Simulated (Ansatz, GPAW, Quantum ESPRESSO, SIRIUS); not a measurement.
**One calculation of InSb3, 5 ways**

```
CELL_PARAMETERS angstrom
4.80637 0.00000 0.00000
0.00000 4.80637 0.00000
0.00000 0.00000 4.80637
ATOMIC_POSITIONS crystal
Sb 0.50000 0.50000 0.00000
Sb 0.00000 0.50000 0.50000
Sb 0.50000 0.00000 0.50000
In 0.00000 0.00000 0.00000
```

The cell comes from a database or a generator and needn't be the stable form of this composition.

Alike in all runs: task equation of state; functional PBEsol; k mesh 6 × 6 × 6; occupations fermi-dirac, width 0.05 eV; no spin polarisation; no spin-orbit coupling.

| program and potentials | plane-wave cutoff (eV) | notes | equilibrium volume (Å³/atom) | bulk modulus (GPa) |
| --- | --- | --- | --- | --- |
| Ansatz, Ansatz PAW | 420 | potentials made for PBE, which Ansatz adapts in part | 26.39 | 60.4 |
| GPAW, PAW data sets generated for this functional | 600 | - | 26.27 | 61.0 |
| SIRIUS, all-electron FP-LAPW, apw+lo standard | - | - | 26.39 | 62.2 |
| Quantum ESPRESSO, GBRV 1.5 PBEsol | 762 | - | 26.43 | 60.4 |
| Ansatz, all-electron LAPW, scalar-relativistic | - | - | ? | ? |

Task: Estimate from the other rows what the run with Ansatz, all-electron LAPW, scalar-relativistic gave.

Result: Equilibrium volume 26.40 Å³/atom; bulk modulus 60.6 GPa. The other rows, which needn't bracket it: equilibrium volume 26.27 to 26.43; bulk modulus 60.4 to 62.2.
